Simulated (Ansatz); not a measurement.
BiTePd in space group P2_13 (No. 198; Bi on 4a, Te on 4a, Pd on 4a), PBEsol (plane waves, PAW; program Ansatz), all energies at zero smearing, with the estimated change up to a 700 eV cutoff added, with one set of potentials and settings (totals compare only within such a set). Cell of 12 atoms (4 Bi, 4 Te, 4 Pd): -104204.991 eV.

```
element              reference phase  E (eV/atom)
-------  ---------------------------  -----------
Bi         R-3m, 2 atoms in the cell  -12242.0039
Te       P3_121, 3 atoms in the cell   -6901.5142
Pd        Fm-3m, 1 atoms in the cell   -6906.6520
```

Formation energy per atom, worked out: (-104204.991 − 4×(-12242.0039) − 4×(-6901.5142) − 4×(-6906.6520))/12 = -0.359 eV/atom (-35 kJ per mol of atoms), at 0 K, without zero-point energy or fitted corrections.

The first step of the workflow began from a Materials Project structure, measured or hypothetical; the Crystallography Open Database copy checked does not list it. Its standing as an ambient phase is unchecked. The PBEsol relaxation kept the symmetry of its start; whether a distortion lowers the energy is not shown. No spin polarisation was allowed. The references are the lowest solids computed at this level, not always the standard phases. Scalar-relativistic: spin–orbit coupling is off unless named, which matters more the heavier the elements.

Potentials: the later of the program's two PAW sets.
